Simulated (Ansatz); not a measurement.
IrO₂:
```cif
data_Ir2O4
_chemical_formula_sum 'Ir2 O4'
_space_group_name_H-M_alt 'P 1'
_space_group_IT_number 1
_cell_length_a 4.47082
_cell_length_b 4.47082
_cell_length_c 3.15472
_cell_angle_alpha 90.000
_cell_angle_beta 90.000
_cell_angle_gamma 90.000
loop_
_space_group_symop_operation_xyz
  'x, y, z'
loop_
_atom_site_label
_atom_site_type_symbol
_atom_site_fract_x
_atom_site_fract_y
_atom_site_fract_z
_atom_site_occupancy
Ir1 Ir 0.50000 0.50000 0.50000 1
Ir2 Ir 0.00000 0.00000 0.00000 1
O1 O 0.69107 0.69107 0.00000 1
O2 O 0.30893 0.30893 0.00000 1
O3 O 0.80893 0.19107 0.50000 1
O4 O 0.19107 0.80893 0.50000 1
```

Relaxed with PBEsol.

Decompose the optical modes at the zone centre into irreducible representations, and say which are infrared and Raman allowed.

Point group 4/mmm: Γ_opt = A1g + A2g + A2u + B1g + 2B1u + B2g + Eg + 3Eu. Infrared: A2u, Eu. Raman: A1g, B1g, B2g, Eg.

Assign frequencies (DFPT, PBEsol (plane waves, PAW; program Ansatz)).

B1g 173, B1u 183, Eu 236, A2g 366, Eu 371, Eg 568, A2u 695, B1u 712, B2g 737, A1g 746, Eu 748 cm⁻¹.

Subscripts of B labels follow the axes of the standard setting.

Space group P4_2/mnm (rutile). The cell was relaxed with PBEsol under the symmetry of its start. The run is not spin-polarised. As this level gives no gap, phonon frequencies hold no LO–TO term and depend on the k-mesh and smearing (Fermi–Dirac, 0.1 eV here). Spin–orbit coupling is left out wherever it is not named.

Potentials: the earlier of the program's two PAW sets. The files were generated under PBE; for other functionals the program regenerates the frozen cores, and for LDA and PBEsol the local potential too.
